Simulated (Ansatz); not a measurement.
**How far is PAW off for Sb?**

```
Sb
1.0
     2.07582    1.15323    3.69312
    -2.22539    1.21775    3.75763
    -0.01891   -2.53946    3.78125
Sb
2
Direct
  0.23364 0.23364 0.23364
  0.76636 0.76636 0.76636
```

Atoms are numbered in the order listed.

The structure is an experimental refinement, used without relaxation. The listed cell was then made from it by scaling, straining or moving an atom.

Spin–orbit coupling is left out, though it moves levels of the heavy atoms by tenths of an eV or more.

All numbers are computed: DFT, PBEsol, PAW with Ansatz's default frozen-core files, scalar-relativistic (Ansatz 0.2.0); DFT, PBEsol, all-electron PAW with datasets made for the crystal, scalar-relativistic (Ansatz 0.2.0); DFT, PBEsol, all-electron LAPW, scalar-relativistic (Ansatz 0.2.0).

For PAW: a Γ-centred 9×9×9 k mesh, Fermi–Dirac smearing of 0.05 eV, cutoff 420 eV, no spin polarisation; the PAW files were made with PBE, and the program remakes their frozen cores for this functional. The crystal-made all-electron datasets (AE datasets) take a cutoff of 140 eV at this cell. LAPW targets a basis error of 0.5 meV/atom. The Ansatz runs share mesh, smearing and spin set-up. Plane-wave (PAW) pressures include the program's estimate of the Pulay term.

Stress and pressure are positive in compression.

The change that made this cell: equal xy, yz and zx engineering shear strains of -3 %.

| quantity | PAW | AE datasets | LAPW |
| --- | --- | --- | --- |
| pressure (GPa) | 0.47 | 0.48 | 0.48 |
| stress xx (GPa) | -0.36 | -0.35 | -0.35 |
| stress yy (GPa) | 1.56 | 1.57 | 1.57 |
| stress zz (GPa) | 0.21 | 0.22 | 0.22 |
| stress yz (GPa) | 1.84 | 1.84 | 1.84 |
| stress xz (GPa) | 0.86 | 0.86 | 0.86 |
| stress xy (GPa) | 0.25 | 0.25 | 0.25 |
| force on Sb1, z (eV/Å) | 0.152 | 0.152 | 0.152 |

PAW's pressure differs from the LAPW value by about 0.01 GPa or less.
